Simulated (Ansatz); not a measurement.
**One atom moved over a plane in ZrH**

Level of theory: Ansatz, DFT r2SCAN, scalar-relativistic, plane waves, PAW. The runs took a 500 eV cutoff, a Γ-centred 14×14×10 mesh and Gaussian smearing (0.15 eV). No spin polarisation. Energies are free energies at this smearing, counted from the undisturbed cell; pressure is positive in compression.

The starting cell (as given, not relaxed at this level; it stands at 1.0 GPa, and it needn't be the usual structure):

```yaml
crystal:
  lattice:
    - [3.24279, 0.00000, 0.00000]
    - [0.00000, 3.24279, 0.00000]
    - [0.00000, 0.00000, 4.94800]
  atoms:
    - { symbol: Zr, position: [0.00000, 0.50000, 0.00000] }
    - { symbol: Zr, position: [0.50000, 0.00000, 0.50000] }
    - { symbol: H, position: [0.00000, 0.00000, 0.75000] }
    - { symbol: H, position: [0.00000, 0.00000, 0.25000] }
```

Atom 3 (H) is moved by p along (0.707, 0.707, 0.000) and q along (0.000, 0.000, 1.000) (Å), all else fixed. Points are written (p, q).

Energy above the undisturbed cell in eV/cell (a dash: not computed):

```csv
p \ q,-0.300,-0.150,0.000,0.150,0.300
-0.300,0.56,0.32,0.24,0.32,0.56
-0.150,0.34,0.13,0.06,0.13,0.34
0.000,0.26,0.07,0.00,0.07,0.26
0.150,0.34,0.13,0.06,0.13,0.34
0.300,0.56,0.32,0.24,0.32,0.56
```

Pressure in GPa:

```
 p \ q  -0.300  -0.150  0.000  0.150  0.300
-0.300     3.8     2.6    2.1    2.6    3.8
-0.150     2.8     1.7    1.3    1.7    2.8
 0.000     2.5     1.4    1.0    1.4    2.5
 0.150     2.8     1.7    1.3    1.7    2.8
 0.300     3.8     2.6    2.1    2.6    3.8
```